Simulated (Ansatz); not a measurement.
# Cd started on a Cs site in cubic perovskite CsSnI3, 40 atoms, charge +1

All numbers come from Ansatz (PAW, plane waves, no spin–orbit coupling) at the single k point (¼, ¼, ¼) without its symmetry partners. The atoms were relaxed with PBEsol in a fixed cell; other functionals are single points on those atoms unless said otherwise. The valence top and gap of the host come from its small cell on a dense mesh, with the band extrema sought between the mesh points, lined up by the mean potential, PBEsol gap 0.15 eV, HSE06 gap 0.52 eV. The charge correction uses an assumed dielectric constant of 30.

Cell: a = 12.314 Å, b = 12.314 Å, c = 12.314 Å, α = 90.00°, β = 90.00°, γ = 90.00°.

Nearest atoms after relaxation, from the placed atom (for vacancies from the middle of the vacant sites): I at 2.90 Å, I at 2.93 Å, I at 2.93 Å, I at 2.98 Å, I at 2.99 Å.

Chemical potentials μ are those of reference phases of the elements at zero temperature by the same functional (the usual solids, diamond for C, grey Sn, and the molecules H2, N2, O2, F2, Cl2, Br2 and S8).

```
functional  E(defect) − E(host) − Σ nμ + q·E_VBM (eV)  monopole (eV)  alignment (eV)  formation energy at E_F = VBM (eV)  moment (μB)             wall time, shared host
    PBEsol                                       3.46           0.06           -0.08                                3.44  0 (no spin)  29 s on NVIDIA GB200 (relaxation)
     HSE06                                       3.37           0.06           -0.08                                3.35  0 (no spin)               29 s on NVIDIA GB200
```

(1) How does the monopole term follow by hand for this cubic cell?

All elements are taken at their own reference at once; growth conditions in equilibrium with the host shift these energies, by up to the host's formation enthalpy.

The ideal cubic host may itself distort, and that gain is in these energies.

One k point and a cell of this size can leave errors of several tenths of an eV in such numbers.

Results:

(1) q²·α·e²/(4πε₀)/(2εL) with the Madelung constant α = 2.837 and e²/4πε₀ = 14.40 eV·Å: 1 × 2.837 × 14.40 / (2 × 30 × 12.314) = 0.06 eV.
